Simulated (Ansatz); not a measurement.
Starting cell, Lu (hcp, Mg type):

```
CELL_PARAMETERS angstrom
      3.50429     0.00000     0.00000
     -1.75215     3.03481     0.00000
      0.00000     0.00000     5.45222
ATOMIC_POSITIONS crystal
  Lu 0.33333 0.66667 0.75000
  Lu 0.66667 0.33333 0.25000
```

Scan: atom 1 (Lu, nearest neighbour Lu at 3.395 Å; its periodic images, 3.5 Å or more away, move with it) is displaced along Cartesian [110], direction (0.707, 0.707, 0.000) in Cartesian axes, by s. The other atoms stay.

Level of theory: r2SCAN (plane waves to 500 eV, PAW, scalar-relativistic; Ansatz, a first-principles code). k mesh 12×12×7 (Γ-centred), Fermi-Dirac smearing 0.05 eV. The energy includes the smearing's −TS. With partly filled bands, energies and forces of such displacements shift with the k mesh and the smearing. Lu is run without spin polarisation. Lu was relaxed with its symmetry unable to fall. The zero of ΔE is the undisplaced structure.

Successive frames, forces in eV/Å:

```
frame        ΔE (meV/cell)                 F on Lu1               F on Lu2
-----------  -------------  -----------------------  ---------------------
s = 0.136 Å             13  (-0.129, -0.148, 0.000)  (0.129, 0.148, 0.000)
s = 0.068 Å              3  (-0.067, -0.073, 0.000)  (0.067, 0.073, 0.000)
s = 0.000 Å              0    (0.000, 0.000, 0.000)  (0.000, 0.000, 0.000)
```

### Question
What are the energy and the forces in the next frame, s = -0.068 Å?

### Answer
ΔE (meV/cell) = 4.

```
atom      Fx      Fy     Fz
----  ------  ------  -----
Lu1    0.079   0.073  0.000
Lu2   -0.079  -0.073  0.000
```

(For displaced atoms, the force is minus the slope of the energy, and its curvature is a force constant, which sets phonon frequencies.)
